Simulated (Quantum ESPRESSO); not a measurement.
Space group Fm-3m (No. 225); a = b = c = 7.685 Å, α = β = γ = 90.00°

| atom | site | symmetry | x | y | z |
|---|---|---|---|---|---|
| K | 8c | -43m | 0.2500 | 0.2500 | 0.2500 |
| Se | 4a | m-3m | 0.0000 | 0.0000 | 0.0000 |
(The calculation used a cell of 3 atoms; values per cell refer to that cell.)

The PBEsol cell relaxed from Materials Project entry mp-8426 was given an isotropic strain of +1 % on all lattice vectors, and the atoms were relaxed again.

Problem. What does norm-conserving PBEsol (Quantum ESPRESSO, 86 Ry, scalar-relativistic) give for the electronic structure near the Fermi level?

Solution. The PBEsol gap is indirect, 2.05 eV, from X to Γ; the smallest direct gap is 2.18 eV. Another valence extremum on the path lies within 0.02 eV, too close to call. Spin-orbit splittings are left out.
